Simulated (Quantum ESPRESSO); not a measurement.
# Al3ZnON3: input and log of a self-consistent run

Computed values, not a measurement. The program is pw.x of Quantum ESPRESSO 7.5 (plane-wave density functional theory). The cell is made up: 8 atoms on a wurtzite lattice, with randomly drawn elements, strain and displacements, not relaxed. PseudoDojo standard norm-conserving files (v0.5 for PBE, v0.4.1 for LDA and PBEsol) set the functional; there is no spin polarisation, spin-orbit coupling or dispersion term, and the masses in the input are unused placeholders.

Input:

```
&control calculation='scf', pseudo_dir='./dojo.nc.sr.pbe.v0_5.standard.upf', outdir='./o', disk_io='medium', tprnfor=.true., tstress=.true. /
&system ibrav=0, nat=8, ntyp=4, nbnd=31, ecutwfc=84.00895049, nosym=.true., tot_charge=0,
 occupations='smearing', smearing='fd', degauss=0.0018374661
/
&electrons conv_thr=7.350e-09, electron_maxstep=60, /
ATOMIC_SPECIES
Al 1.0 Al.upf
N 1.0 N.upf
O 1.0 O.upf
Zn 1.0 Zn.upf
CELL_PARAMETERS angstrom
3.1367 0.0147 -0.0009
0.0255 5.4321 0.0617
-0.0015 0.0582 5.1173
ATOMIC_POSITIONS angstrom
Al 0.008 -0.0527 -0.058
Al 1.6005 2.7247 0.0369
Al 1.539 0.9754 2.5198
Zn -0.001 3.6251 2.557
O -0.013 -0.0466 2.0033
N 1.5604 2.7773 1.9678
N 1.5377 0.9554 4.5461
N -0.0078 3.7329 4.5209
K_POINTS automatic
6 4 4 1 1 1
```

The log is shortened where brackets say so; the opening notice, blank lines, dates and the lines on written files are dropped, and the path of the files is cut. It prints rydbergs, bohrs and kilobars, and counts compression as positive stress. With no partly filled state, the Fermi energy that it prints is only some level between the filled and the empty states on the mesh, and need not lie in the true gap.

```
     Program PWSCF v.7.5
     Parallel version (MPI & OpenMP), running on       1 processor cores
     Number of MPI processes:                 1
     Threads/MPI process:                     1
     [start-up lines left out]
     bravais-lattice index     =            0
     lattice parameter (alat)  =       5.9276  a.u.
     unit-cell volume          =     588.3185 (a.u.)^3
     number of atoms/cell      =            8
     number of atomic types    =            4
     number of electrons       =        50.00
     number of Kohn-Sham states=           31
     kinetic-energy cutoff     =      84.0090  Ry
     charge density cutoff     =     336.0358  Ry
     scf convergence threshold =      7.3E-09
     mixing beta               =       0.7000
     number of iterations used =            8  plain     mixing
     Exchange-correlation= PBE
                           (   1   4   3   4   0   0   0)
     [axes and pseudopotential details left out]
   Cartesian axes
     site n.     atom                  positions (alat units)
         1        Al     tau(   1) = (   0.0025504  -0.0168009  -0.0184906  )
         2        Al     tau(   2) = (   0.5102440   0.8686422   0.0117638  )
         3        Al     tau(   3) = (   0.4906376   0.3109603   0.8033195  )
         4        Zn     tau(   4) = (  -0.0003188   1.1556923   0.8151790  )
         5        O      tau(   5) = (  -0.0041444  -0.0148562   0.6386578  )
         6        N      tau(   6) = (   0.4974600   0.8854112   0.6273403  )
         7        N      tau(   7) = (   0.4902232   0.3045843   1.4493097  )
         8        N      tau(   8) = (  -0.0024867   1.1900593   1.4412759  )
     number of k points=    48  Fermi-Dirac smearing, width (Ry)=  0.0018
                       cart. coord. in units 2pi/alat
        k(    1) = (   0.0830236   0.0709294   0.0758385), wk =   0.0416667
        k(    2) = (   0.0830757   0.0691883   0.2291000), wk =   0.0416667
     [further k points left out]
     Dense  grid:    61183 G-vectors     FFT dimensions: (  36,  60,  60)
     Estimated max dynamical RAM per process >      76.87 MB
     Initial potential from superposition of free atoms
     starting charge      49.9925, renormalised to      50.0000
     Starting wfcs are   38 randomized atomic wfcs
     total cpu time spent up to now is        8.0 secs
     per-process dynamical memory:    51.9 Mb
     Self-consistent Calculation
     iteration #  1     ecut=    84.01 Ry     beta= 0.70
     Davidson diagonalization with overlap
     ethr =  1.00E-02,  avg # of iterations =  3.3
     total cpu time spent up to now is       20.5 secs
     total energy              =    -526.82914908 Ry
     estimated scf accuracy    <       2.33041829 Ry
     iteration #  2     ecut=    84.01 Ry     beta= 0.70
     Davidson diagonalization with overlap
     ethr =  4.66E-03,  avg # of iterations =  2.6
     total cpu time spent up to now is       32.6 secs
     total energy              =    -527.48183649 Ry
     estimated scf accuracy    <       2.14021646 Ry
     iteration #  3     ecut=    84.01 Ry     beta= 0.70
     Davidson diagonalization with overlap
     ethr =  4.28E-03,  avg # of iterations =  2.0
     total cpu time spent up to now is       43.8 secs
     total energy              =    -527.84533160 Ry
     estimated scf accuracy    <       0.05554903 Ry
     iteration #  4     ecut=    84.01 Ry     beta= 0.70
     Davidson diagonalization with overlap
     ethr =  1.11E-04,  avg # of iterations =  5.7
     total cpu time spent up to now is       59.0 secs
     total energy              =    -527.86645202 Ry
     estimated scf accuracy    <       0.00609250 Ry
     iteration #  5     ecut=    84.01 Ry     beta= 0.70
     Davidson diagonalization with overlap
     ethr =  1.22E-05,  avg # of iterations =  6.4
     total cpu time spent up to now is       76.8 secs
     total energy              =    -527.86720390 Ry
     estimated scf accuracy    <       0.00245506 Ry
     [iterations 6 to 8 left out]
     iteration #  9     ecut=    84.01 Ry     beta= 0.70
     Davidson diagonalization with overlap
     ethr =  8.37E-09,  avg # of iterations =  3.9
     total cpu time spent up to now is      120.0 secs
     total energy              =    -527.86731798 Ry
     estimated scf accuracy    <       0.00000406 Ry
     iteration # 10     ecut=    84.01 Ry     beta= 0.70
     Davidson diagonalization with overlap
     ethr =  8.12E-09,  avg # of iterations =  2.0
     total cpu time spent up to now is      129.8 secs
     total energy              =    -527.86731849 Ry
     estimated scf accuracy    <       0.00000014 Ry
     iteration # 11     ecut=    84.01 Ry     beta= 0.70
     Davidson diagonalization with overlap
     ethr =  2.82E-10,  avg # of iterations =  3.5
     total cpu time spent up to now is      141.8 secs
     total energy              =    -527.86731856 Ry
     estimated scf accuracy    <       0.00000003 Ry
     iteration # 12     ecut=    84.01 Ry     beta= 0.70
     Davidson diagonalization with overlap
     ethr =  5.03E-11,  avg # of iterations =  2.0
     total cpu time spent up to now is      150.9 secs
     total energy              =    -527.86731855 Ry
     estimated scf accuracy    <       0.00000002 Ry
     iteration # 13     ecut=    84.01 Ry     beta= 0.70
     Davidson diagonalization with overlap
     ethr =  3.21E-11,  avg # of iterations =  2.0
     total cpu time spent up to now is      160.3 secs
     End of self-consistent calculation
          k = 0.0830 0.0709 0.0758 (  7646 PWs)   bands (ev):
  -114.8791 -69.1391 -69.0744 -69.0594 -11.3383  -6.2277  -5.0327  -4.3629
     1.4054   1.7344   2.6895   2.8853   3.1830   3.4573   3.8541   4.1696
     4.4019   5.1019   5.7279   6.1979   7.0087   7.5132   7.8366   8.4185
     9.1286  11.1478  13.6037  13.9979  14.9935  16.0419  16.4592
     [levels at the other k points left out]
     the Fermi energy is    10.1047 ev
!    total energy              =    -527.86731856 Ry
     estimated scf accuracy    <          1.4E-09 Ry
     smearing contrib. (-TS)   =       0.00000000 Ry
     internal energy E=F+TS    =    -527.86731856 Ry
     The total energy is F=E-TS. E is the sum of the following terms:
     one-electron contribution =    -447.09746336 Ry
     hartree contribution      =     247.74322742 Ry
     xc contribution           =     -78.77879009 Ry
     ewald contribution        =    -249.73429252 Ry
     convergence has been achieved in  13 iterations
     Forces acting on atoms (cartesian axes, Ry/au):
     atom    1 type  1   force =    -0.01900229    0.00866013   -0.00002502
     atom    2 type  1   force =    -0.01794363    0.04248758   -0.00316793
     atom    3 type  1   force =     0.00424486    0.03292577    0.03664710
     atom    4 type  4   force =    -0.00792082   -0.08435565    0.05538526
     atom    5 type  3   force =    -0.00092931    0.17361380   -0.06660321
     atom    6 type  2   force =     0.00985858   -0.12308089   -0.07299230
     atom    7 type  2   force =     0.01912389   -0.00570382   -0.02158801
     atom    8 type  2   force =     0.01256873   -0.04454693    0.07234411
     Total force =     0.280459     Total SCF correction =     0.000051
     Computing stress (Cartesian axis) and pressure
          total   stress  (Ry/bohr**3)                   (kbar)     P=       34.85
   0.00030814   0.00000411  -0.00004675           45.33        0.60       -6.88
   0.00000411   0.00056916  -0.00005494            0.60       83.73       -8.08
  -0.00004675  -0.00005494  -0.00016659           -6.88       -8.08      -24.51
     init_run     :      6.09s CPU      7.87s WALL (       1 calls)
     electrons    :    133.25s CPU    152.32s WALL (       1 calls)
     forces       :      1.72s CPU      1.75s WALL (       1 calls)
     stress       :      6.85s CPU      6.89s WALL (       1 calls)
     [timing details left out]
     PWSCF        :   2m28.05s CPU   2m49.06s WALL
     JOB DONE.
```

In other units: free energy -7182.001 eV for the cell, pressure 3.49 GPa, largest force component 4.464 eV/Å. A rerun of the same cell at another strain at 1437 eV and a 8 x 6 x 6 mesh moved values by no more than 0.002 eV in energy, 0.02 GPa in stress and 0.003 eV/Å in force.